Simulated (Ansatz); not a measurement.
MgO:
```
CELL_PARAMETERS angstrom
      0.00000     2.10718     2.10718
      2.10718     0.00000     2.10718
      2.10718     2.10718     0.00000
ATOMIC_POSITIONS crystal
  Mg 0.00000 0.00000 0.00000
  O  0.50000 0.50000 0.50000
```

Relaxed with PBEsol. Special points in fractions of this cell's reciprocal vectors: Γ (0.000, 0.000, 0.000); X (0.500, 0.000, 0.500); U (0.625, 0.250, 0.625); K (0.375, 0.375, 0.750); L (0.500, 0.500, 0.500); W (0.500, 0.250, 0.750).

Problem. List the band energies nearest the valence-band maximum at these points for PBEsol in the plane-wave PAW code Ansatz.

Solution. In eV from the valence-band maximum; about four levels below and three above (degenerate sets whole), none deeper than 8.9 eV; … stands for higher levels left out; points with the same levels are listed once.

| k | below | above |
|---|---|---|
| Γ | 0.00 0.00 0.00 | 4.62 … |
| X | -4.11 -1.35 -1.35 | 8.95 … |
| U | -3.52 -2.73 -1.15 | 9.94 … |
| L | -4.66 -0.66 -0.66 | 7.74 … |
| W | -2.98 -2.98 -1.79 | … |

Space group Fm-3m (rock salt). The cell was relaxed with PBEsol under the symmetry of its start; phonons on a q-mesh show no instability. The volume moved by -15 % from the start of the relaxation.

Potentials: the later of the program's two PAW sets.
